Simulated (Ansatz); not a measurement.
MoRu₃ (Cu3Au type, Pm-3m), DFT-PBEsol in the program Ansatz with PAW potentials, all energies at zero smearing, with the estimated change up to a 700 eV cutoff added, with one set of potentials and settings (totals compare only within such a set). Cell of 4 atoms (3 Ru, 1 Mo): -22347.127 eV.

```
element                reference phase  E (eV/atom)
-------  -----------------------------  -----------
Ru       P6_3/mmc, 2 atoms in the cell   -5816.5470
Mo          Im-3m, 1 atoms in the cell   -4897.5018
```

Formation energy per atom, worked out: (-22347.127 − 3×(-5816.5470) − 1×(-4897.5018))/4 = 0.004 eV/atom (0 kJ per mol of atoms), at 0 K, without zero-point energy or fitted corrections.

The cell is a constructed one: a structure type filled with these elements; neither database checked (COD, Materials Project) lists it. Whether it is the stable phase at ambient conditions was not checked. The PBEsol relaxation kept the symmetry of its start; whether a distortion lowers the energy is not shown. No spin polarisation was allowed. The references are the lowest solids computed at this level, not always the standard phases.

Potentials: the earlier of the program's two PAW sets. The files were generated under PBE; for other functionals the program regenerates the frozen cores, and for LDA and PBEsol the local potential too.
